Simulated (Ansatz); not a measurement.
Values for one crystal, relaxed and computed with PBEsol (plane waves, PAW; program Ansatz); other levels are named.

```yaml
volume_per_atom: 11.93 Å³
electronic_character: metallic (no gap)
Pressure derivative B′: 4.7
Bulk modulus (Birch–Murnaghan fit): 202 GPa
Density of states at the Fermi level: 0.79 states/eV per atom (mean over ±0.08 eV)
Formation energy from the elements (no fitted shifts): -0.59 eV/atom
```

Q: Pick the material that matches.
(A) BP, P6_422 (B on 3c, P on 3d)
(B) FeB, Cmcm (Fe on 4c, B on 4c)
(C) Nb2AlB2, Cmmm (Al on 2a, Nb on 4j, B on 4i)
(D) BiB, P6_222 (B on 3c, Bi on 3d)

A: C, Nb2AlB2, Cmmm (Al on 2a, Nb on 4j, B on 4i)

The start of the workflow was typed in or built on a structure type; neither database checked (COD, Materials Project) lists it. Whether it is the stable phase at ambient conditions was not checked. The cell was relaxed with PBEsol under the symmetry of its start; its stability against distortions is not shown here. The run is not spin-polarised. The references are the lowest solids computed at this level, not always the standard phases. Spin–orbit coupling is left out wherever it is not named.

Potentials: the later of the program's two PAW sets.
